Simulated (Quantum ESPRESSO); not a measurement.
Band energies of C

```xyz
2
Lattice="2.1273 -1.2283 0.0000 2.1273 1.2283 0.0000 -1.3791 0.0000 3.5028" Properties=species:S:1:pos:R:3 pbc="T T T"
C      3.5455     0.0000     0.0003
C     -0.6700     0.0000     3.5025
```

LDA (Quantum ESPRESSO, PseudoDojo norm-conserving, 82 Ry, without SOC); path ΓYFLI,I1ZF1,YX1,XΓN,MΓ; energies in eV from the valence-band maximum.

| k (1/Å) | point | band 1 | band 2 | band 3 | band 4 | band 5 | band 6 | band 7 |
|---|---|---|---|---|---|---|---|---|
| 0.00 | Γ | -19.32 | -6.68 | -2.82 | -2.81 | 3.70 | 8.64 | 8.64 |
| 1.06 |  | -17.33 | -7.94 | -5.92 | -5.13 | 6.96 | 8.33 | 10.09 |
| 1.91 | Y | -13.85 | -13.02 | -6.27 | -2.46 | 1.52 | 7.68 | 12.72 |
| 2.18 |  | -14.78 | -12.00 | -6.19 | -2.64 | 2.05 | 7.75 | 10.74 |
| 2.32 | F | -15.35 | -11.30 | -6.08 | -2.84 | 2.66 | 7.84 | 9.49 |
| 3.25 |  | -14.07 | -12.87 | -6.23 | -2.35 | 2.23 | 7.91 | 11.55 |
| 3.56 | L | -13.92 | -13.07 | -6.24 | -1.95 | 2.07 | 7.99 | 11.58 |
| 4.44 |  | -12.31 | -12.16 | -10.48 | -0.29 | 0.57 | 10.28 | 13.30 |
| 4.55 | I | -12.94 | -11.69 | -10.22 | -1.05 | 1.22 | 10.44 | 13.26 |
| 4.55 | I1 | -12.94 | -11.69 | -10.22 | -1.05 | 1.22 | 10.44 | 13.26 |
| 5.38 |  | -17.67 | -6.64 | -6.55 | -5.51 | 7.79 | 9.77 | 10.56 |
| 6.12 | Z | -19.09 | -8.32 | -2.83 | -2.83 | 8.60 | 8.61 | 9.26 |
| 6.42 |  | -18.84 | -8.01 | -3.80 | -3.34 | 8.67 | 9.51 | 9.67 |
| 7.55 |  | -13.96 | -12.93 | -6.26 | -2.52 | 1.90 | 7.76 | 11.94 |
| 7.85 | F1 | -15.35 | -11.30 | -6.08 | -2.84 | 2.66 | 7.84 | 9.49 |
| 7.85 | Y | -13.85 | -13.02 | -6.27 | -2.46 | 1.52 | 7.68 | 12.72 |
| 8.42 | X1 | -13.13 | -12.32 | -9.10 | -1.40 | 1.30 | 11.05 | 11.37 |
| 8.42 | X | -13.13 | -12.32 | -9.10 | -1.40 | 1.30 | 11.05 | 11.37 |
| 9.41 |  | -16.66 | -8.44 | -7.13 | -3.68 | 5.15 | 7.06 | 11.12 |
| 10.41 | Γ | -19.32 | -6.68 | -2.82 | -2.81 | 3.70 | 8.64 | 8.64 |
| 10.51 |  | -19.30 | -6.66 | -2.91 | -2.87 | 3.75 | 8.65 | 8.74 |
| 11.51 |  | -16.47 | -9.59 | -5.70 | -4.29 | 4.45 | 7.95 | 9.12 |
| 12.01 | N | -13.84 | -13.01 | -6.27 | -2.50 | 1.47 | 7.68 | 12.80 |
| 12.01 | M | -13.93 | -13.08 | -6.24 | -1.90 | 2.13 | 7.99 | 11.49 |
| 12.41 |  | -16.16 | -10.24 | -5.82 | -3.43 | 4.30 | 8.00 | 8.39 |
| 13.51 | Γ | -19.32 | -6.68 | -2.82 | -2.81 | 3.70 | 8.64 | 8.64 |

The LDA gap is direct, 0.39 eV at 15 % of the way from X to Γ. Another valence extremum on the path lies within 0.02 eV, too close to call.

Geometry of the Materials Project entry, not relaxed at this level.

This is not the ordinary phase of the substance; no match was found in the copy of COD used, and its stability was not checked.

The distance between layers or molecules is the database entry's, not relaxed here. Functionals without dispersion can leave it too large, which widens gaps and weakens the response across layers: the numbers belong to this cell.
